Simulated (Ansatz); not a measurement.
Does this entry for B₆H₁₀N lie near equilibrium?

The cell is an entry of the Crystallography Open Database (COD), atoms as given.

Space group Fm-3 (No. 202); a = 10.8781 Å.

```csv
site,Wyckoff,site symmetry,x,y,z
B,48h,m..,0.5000,0.4181,0.1329
H13,32f,.3.,0.2050,0.7950,0.2050
H21,48h,m..,0.5000,0.3636,0.2232
N,8c,23.,0.2500,0.7500,0.2500
```

One atom of each set is listed; the run and its k-mesh use a cell of 34 atoms with edges of 7.69, 7.69, 7.69 Å.

All values are calculated (Ansatz; DFT, PBE, plane waves and PAW, scalar-relativistic, 420 eV cutoff, Γ-centred 6×6×6 k-points, Fermi–Dirac smearing 0.05 eV), not measured.

(1) Do the atoms and the cell lie near the calculated equilibrium?

## Answers

(1) No. The largest force is 13 eV/Å, on atom 15 (H: 1 N at 0.85 Å), and the pressure is 17.8 GPa. Bonds to hydrogen as short as 0.85 Å are the usual result of locating hydrogen with X-rays, and they can account for much of this: hydrogen has to be relaxed before the gradients can be taken for those of the compound.
